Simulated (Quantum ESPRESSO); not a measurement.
**Kohn-Sham bands of Mg₂Ge (anti-fluorite)**

```
Mg2Ge
1.0
    0.00000     3.18430     3.18430
    3.18430     0.00000     3.18430
    3.18430     3.18430     0.00000
Mg Ge
2 1
Cartesian
 -1.59215  -1.59215  -1.59215
  1.59215   1.59215   1.59215
  0.00000   0.00000   0.00000
```

Materials Project entry mp-408; symmetrised, unrelaxed at this level. COD (Crystallography Open Database) has an entry of this formula and space group (matched by these alone). Method: PBEsol plane waves in Quantum ESPRESSO 7.5 (PseudoDojo norm-conserving files, 68 Ry, spinors with spin-orbit coupling), Bloch states on a 6×6×6 mesh through Γ, Wannier90 4.0.1. Density: 8×8×8 mesh, Gaussian smearing 0.01 Ry.

**Question.** List the Kohn-Sham levels between −8 and 3.0 eV relative to the Fermi level at the high-symmetry points, as a band run of pw.x on that density gives them (levels within 2 meV counted together).

**Answer.** 
```csv
point,k (reciprocal lattice),levels (eV)
Γ,0.000 0.000 0.000,"-0.21 (×2), -0.01 (×4), 0.93 (×2), 2.75 (×2), 2.76 (×4)"
X,0.500 0.000 0.500,"-4.63 (×2), -2.14 (×2), -2.06 (×2), 0.00 (×2), 0.49 (×2)"
U,0.625 0.250 0.625,"-4.20 (×2), -3.61 (×2), -1.77 (×2), 0.60 (×2)"
K,0.375 0.375 0.750,"-4.20 (×2), -3.61 (×2), -1.77 (×2), 0.60 (×2)"
L,0.500 0.500 0.500,"-4.96 (×2), -0.87 (×2), -0.76 (×2), 0.94 (×2), 2.68 (×4)"
W,0.500 0.250 0.750,"-3.80 (×2), -3.75 (×2), -2.81 (×2), 2.66 (×2)"
```
